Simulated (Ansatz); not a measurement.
A relaxation computed with Ansatz, from input to last step.

```yaml
crystal:
  lattice:
    - [2.8165003555, 0.0, 0.0]
    - [-1.4082501777, 2.4391608576, 0.0]
    - [0.0, 0.0, 2.8217420356]
  atoms:
    - { symbol: Ti, position: [0.6666666667, 0.3333333333, 0.0] }
    - { symbol: O, position: [0.0, 0.0, 0.5] }
basis:
  ecutwfc: 420
kpoints:
  mp_grid: { grid: [18, 18, 16] }
hamiltonian:
  xc: pbesol
scf:
  occupations: { method: gaussian, width: 0.1 }
output:
  forces: true
  stress: true
  eigenvalues: true
relax:
  adjacent_minimum: "off"
  f_tol: 0.01
  max_steps: 30
  cell: { stress_tol: 0.1, fix: [volume] }
```

```bash
ansatz run input.yaml --threads 1 --pin off --max-ram 2560MiB --backend cpu --events-out ev --progress --plain --runs-dir out
```

All numbers below come from Ansatz 0.2.0, DFT PBEsol, scalar-relativistic, plane waves, PAW.

The volume is held at 1.03 times that of the relaxed cell.

Of 4 frames 3 are shown, positions in Å and forces in eV/Å; the SCF threshold varies from step to step. Steps run on the plane waves of an earlier cell, with a Pulay correction in the pressure. The basis is chosen afresh for the last frame, the zero of the energies, and at times for earlier ones too; energy and pressure step there, also at an unchanged geometry.

```xyz
2
Lattice="2.8165 0.0000 0.0000 -1.4083 2.4392 0.0000 0.0000 0.0000 2.8217" Properties=species:S:1:pos:R:3:forces:R:3 pbc="T T T" step=1 free_energy_over_end_meV_per_atom=0.03 pressure_GPa=-7.17
Ti    1.4083    0.8131    0.0000    0.0000    0.0000    0.0000
O     0.0000    0.0000    1.4109    0.0000    0.0000    0.0000
2
Lattice="2.8193 0.0000 0.0000 -1.4096 2.4415 0.0000 0.0000 0.0000 2.8162" Properties=species:S:1:pos:R:3:forces:R:3 pbc="T T T" step=2 free_energy_over_end_meV_per_atom=0.00 pressure_GPa=-7.12
Ti    1.4096    0.8138    0.0000    0.0000    0.0000    0.0000
O     0.0000    0.0000    1.4081    0.0000    0.0000    0.0000
2
Lattice="2.8185 0.0000 0.0000 -1.4093 2.4409 0.0000 0.0000 0.0000 2.8177" Properties=species:S:1:pos:R:3:forces:R:3 pbc="T T T" step=4 free_energy_over_end_meV_per_atom=0.00 pressure_GPa=-7.13
Ti    1.4093    0.8136    0.0000    0.0000    0.0000    0.0000
O     0.0000    0.0000    1.4089    0.0000    0.0000    0.0000
```

It took 18 s on 1 thread of Intel(R) Xeon(R) 6975P-C (Granite Rapids) (shared host), peak memory 0.45 GiB.

Spin polarisation was left out, and a magnetic state may lie lower.